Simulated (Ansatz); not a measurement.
Values for one crystal, relaxed and computed with DFT-r²SCAN in the program Ansatz with PAW potentials; other levels are named.

| Quantity | Value |
|---|---|
| Volume per atom | 19.58 Å³ |
| Electronic character | metallic (no gap) |
| Density of states at the Fermi level | 0.86 states/eV per atom (mean over ±0.08 eV) |
| Formation energy from the elements (no fitted shifts) | -0.47 eV/atom |

Question: Which compound is it?
(A) Al3Ni2, La2O3 or Ni2Al3 type
(B) KHg2, Imma (K on 4e, Hg on 8h)
(C) Hf2Ga, I4/mcm (Ga on 4a, Hf on 8h)
(D) LaIn, CsCl type

Answer: C, Hf2Ga, I4/mcm (Ga on 4a, Hf on 8h)

The workflow started from an entry of the Crystallography Open Database (COD). Its standing as an ambient phase is unchecked. Symmetry was held in the r²SCAN relaxation; its stability against distortions is not shown here. The run is not spin-polarised. The references are the lowest solids computed at this level, not always the standard phases. Scalar-relativistic: spin–orbit coupling is off unless named, which matters more the heavier the elements.

Potentials: the later of the program's two PAW sets.
